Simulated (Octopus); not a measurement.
## KBr (Fm-3m, No. 225): conduction levels under hydrostatic strain

KBr (Fm-3m, No. 225), cubic lattice constant 6.589 Å. The cell is a database entry, not relaxed again.

Computed with Octopus (real-space grid): LDA, grid spacing about 0.17 Å, Γ-centred 6×6×6 k-mesh, Fermi-Dirac smearing of 0.01 eV, no spin polarisation, PseudoDojo 0.4 LDA potentials. Spin-orbit coupling is left out. The cell is scaled uniformly. Energies of the lowest empty band count from each cell's highest valence level among the special points, at Γ; they are Kohn-Sham values at fixed points of the zone.

```tsv
a (Å)	ln(V/V₀)	Γ (eV)	X (eV)	L (eV)
6.293	-0.1381	4.434	5.350	6.544
6.358	-0.1069	?	?	?
6.424	-0.0760	4.249	5.457	6.417
6.490	-0.0453	4.164	5.503	6.353
6.556	-0.0150	4.083	5.542	6.289
6.589	0.0000	4.044	5.561	6.257
6.655	0.0299	3.968	5.593	6.193
```

V₀ is the volume of the database cell.

Fit each column by a quadratic in ln V through the rows shown. Give the volume deformation potentials dE/d ln V at the withheld row, and predict that row.

Fits: Γ: 4.043 −2.58 x +1.8 x²; X: 5.561 +1.16 x −2.6 x²; L: 6.257 −2.14 x −0.4 x², with x = ln(V/V₀). At x = -0.1069 the slopes are −3.0 eV (Γ), +1.7 eV (X), −2.0 eV (L). Predicted against computed: 4.340 against 4.340 eV, 5.406 against 5.407 eV, 6.481 against 6.481 eV.

The lowest of these levels is that at Γ in all rows.
